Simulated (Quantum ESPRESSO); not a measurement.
**Solid-state NMR card for SrO**

```
CELL_PARAMETERS angstrom
      0.00000     2.58379     2.58379
      2.58379     0.00000     2.58379
      2.58379     2.58379     0.00000
ATOMIC_POSITIONS crystal
  Sr 0.50000 0.50000 0.50000
  O  0.00000 0.00000 0.00000
```
Geometry: a computed entry of the Materials Project; it was not checked against measured cells. It is SrO in Fm-3m. Stability against distortions was not tested.

Computed: shieldings by PBE GIPAW on JTH datasets (Quantum ESPRESSO, modified build), 22.5 Ha, k-mesh 6×6×6 shifted, f-sum rule met within 0.003 %.

```json
[
 {"site": "Sr (atom 1)", "site symmetry": "m-3m", "σ_iso (ppm)": "2623"},
 {"site": "O (atom 2)", "site symmetry": "m-3m", "σ_iso (ppm)": "-216"}
]
```

Shieldings are absolute and leave out the bulk-susceptibility term; a larger σ means a smaller chemical shift. By our sweeps, such settings leave a few ppm in absolute σ on light atoms and up to some 20 ppm from Zn on. No spin–orbit coupling; Sr is the heaviest element present. The structure is static (0 K, no zero-point motion).
